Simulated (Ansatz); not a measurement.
Mn3PdN (anti-perovskite, Pm-3m) under volume change, r²SCAN in the plane-wave PAW code Ansatz, scaled uniformly.

| V (Å³/atom) | E − E(relaxed) (meV/atom) | P (GPa) |
|---|---|---|
| 11.595 | 52.8 | 16.04 |
| 11.978 | (withheld) | (withheld) |
| 12.360 | (withheld) | (withheld) |
| 12.742 | 0.0 | 0.00 |
| 13.124 | 4.9 | -3.84 |
| 13.507 | 18.4 | -7.35 |
| 13.889 | 39.2 | -9.95 |

Question: Some entries are withheld; supply them.

Answer: 
- 11.978, E − E(relaxed) (meV/atom): 21.7
- 11.978, P (GPa): 9.94
- 12.360, E − E(relaxed) (meV/atom): 5.1
- 12.360, P (GPa): 4.35

Question: What does a third-order Birch–Murnaghan fit give for V₀, B₀ and B′?

Answer: V₀ = 12.74 Å³/atom, B₀ = 140 GPa, B′ = 4.3.

The workflow started from an entry of the Crystallography Open Database (COD). Whether it is the stable phase at ambient conditions was not checked. The r²SCAN relaxation kept the symmetry of its start; its stability against distortions is not shown here. The final state is ferromagnetic, the only order run, not a proven ground state. The program gave a warning on the electronic state, which may not be the lowest. No Hubbard U is applied.

Potentials: the later of the program's two PAW sets.
